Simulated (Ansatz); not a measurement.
A geometry of Fe away from equilibrium: step 2 of the relaxation of a relaxed Fe cell, doubled along one cell vector, shaken by Gaussian noise of σ = 0.08 Å a coordinate. Calculation: r2SCAN (plane waves to 500 eV, PAW, scalar-relativistic; Ansatz, a first-principles code). Γ-centred k-mesh 16×8×16 on the run's cell (coarser than for final values), Fermi–Dirac smearing 0.05 eV.

```yaml
crystal:
  lattice:
    - [-1.42344, 1.42157, 1.44059]
    - [2.83466, -2.82562, 2.85143]
    - [1.44014, 1.42951, -1.43183]
  atoms:
    - { symbol: Fe, position: [0.00640, 0.00534, 0.03580] }
    - { symbol: Fe, position: [0.04574, 0.49883, 0.04507] }
```
Spin-polarised start, with parallel moments on Fe.

### Question
Predict the force on each atom, in eV/Å.

### Answer
| atom | Fx | Fy | Fz |
|---|---|---|---|
| Fe1 | -0.29 | 0.54 | -0.08 |
| Fe2 | 0.29 | -0.54 | 0.08 |

### Question
What is the pressure?

### Answer
+1.3 GPa, compression positive.

### Question
How far above the relaxed end point is this geometry?

### Answer
0.02 eV/atom; the path ends in Im-3m (No. 229) (bcc (W type)).

Spin state reached: ferromagnetic (net 2.64 μB/atom), from parallel starting moments; other spin orders were not run from this start. r2SCAN tends to overstate moments in metals.

The run could not lose the symmetry of its start.
